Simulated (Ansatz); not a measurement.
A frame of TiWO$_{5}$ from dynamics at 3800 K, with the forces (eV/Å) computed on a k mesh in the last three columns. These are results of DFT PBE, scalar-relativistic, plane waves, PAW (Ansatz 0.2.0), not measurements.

Settings: cutoff 420 eV, Γ-centred mesh 3×3×3 on the computed 21-atom cell, Fermi–Dirac smearing of 0.33 eV; no spin polarisation.

```xyz
21
Lattice="6.835 0.217 -0.041 0.217 6.596 -0.073 -0.041 -0.073 6.435" Properties=species:S:1:pos:R:3:forces:R:3 pbc="T T T"
Ti    6.741    3.508    5.961    1.990   -0.060    2.350
Ti    4.390    5.771    0.794   -1.060   -3.910   -0.170
Ti    2.304    3.614    2.491   -3.020    3.360   -0.010
O     2.053    4.488    4.319   -0.350   -1.170   -2.240
O     5.427    2.341    5.190    1.580   -0.550   -1.320
O     2.355    1.473    4.167   -2.220    0.620    1.600
O     3.220    5.233    2.270    0.190    0.290   -2.160
O     6.820    2.854    2.530   -2.320   -2.480    1.610
O     1.085    6.108    5.979   -0.220    2.230    2.480
O     3.543    6.525    5.599    1.110   -2.220    1.660
O     3.085    3.368    5.868   -0.120    0.750    0.250
O     4.572    0.415    3.585    1.330   -0.700    0.510
O     4.878    3.775    0.872    0.040   -0.840    1.170
O     3.623    2.608    3.065    2.600    2.030   -0.380
O     1.459    3.315    0.797   -1.340   -0.590    0.410
O     6.262    5.038    0.042   -1.040    3.780   -0.300
O     0.351    6.111    3.639   -4.620    0.800   -4.590
O     4.064    0.983    1.154    2.290    3.340   -0.100
W     5.174    1.782    2.692    2.390    1.740   -2.290
W     3.713    1.850    5.514   -0.010   -2.090   -0.250
W     1.766    6.410    4.446    2.790   -4.320    1.790
```

Static pressure 8.1 GPa (no kinetic part), a gap on the mesh of 0.75 eV.

Counting as bonded all pairs within 1.2 times the summed covalent radii, but none from a metal cation to another cation:

| atom → neighbour | mean count | mean length (Å) | spread (Å) |
| --- | --- | --- | --- |
| O → Ti | 0.93 | 2.00 | 0.22 |
| O → W | 1.20 | 2.06 | 0.33 |
| Ti → O | 4.67 | 2.00 | 0.22 |
| W → O | 6.00 | 2.06 | 0.33 |

Angles between all pairs of such bonds at an atom (mean ± spread): 122 ± 20° at O, 104 ± 27° at Ti, 101 ± 31° at W.

Spin-orbit coupling is left out, which matters for the bands of heavy elements. An odd mesh misses points on the zone edge, so a gap read on it can be too wide.

Cost: 1 run of about 1.6 core-minutes, on Arm Neoverse V1 (shared hosts).